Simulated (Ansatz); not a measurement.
Here is the system:

Relaxed SrTiO3 (cubic perovskite):

```
CELL_PARAMETERS angstrom
      3.90753     0.00000     0.00000
      0.00000     3.90753     0.00000
      0.00000     0.00000     3.90753
ATOMIC_POSITIONS crystal
  Sr 0.00000 0.00000 0.00000
  Ti 0.50000 0.50000 0.50000
  O  0.00000 0.50000 0.50000
  O  0.50000 0.50000 0.00000
  O  0.50000 0.00000 0.50000
```

In each cell atom 1 (Sr, nearest neighbour O at 2.763 Å; its periodic images, 3.9 Å or more away, move with it) moves by s·(0.577, 0.577, 0.577) (along Cartesian [111]), the rest being held.

These are r2SCAN (plane waves to 500 eV, PAW, scalar-relativistic; Ansatz, a first-principles code) values and carry that method's errors. k mesh 7×7×7 (Γ-centred), Fermi-Dirac smearing 0.05 eV. E stands for the smeared free energy. Left out: 2 of 11 points, with atoms too close for the PAW data. SrTiO3 is run without spin polarisation. SrTiO3 was relaxed with its symmetry unable to fall. The PAW data are Ansatz's earlier set. The zero of ΔE is the undisplaced structure.

The scan covers s from -0.664 to 0.664 Å in 9 points.

Q: Is this a single well or a double well?

A: A single well with its minimum at or next to zero displacement.

Q: Is the energy the same for equal positive and negative displacements?

A: Even: the same for both signs. With its periodic images moving along, the atom's site symmetry in this cell is m-3m.

Q: What force acts on the atom along the line at s = -0.664 Å?

A: 6.20 eV/Å.

Q: What is the energy change at s = 0.664 Å?

A: 1477 meV/cell.

Q: What is the force constant k = d²E/ds² of this move at s = 0?

A: 4.00 eV/Å².

(For displaced atoms, the force is minus the slope of the energy, and its curvature is a force constant, which sets phonon frequencies.)
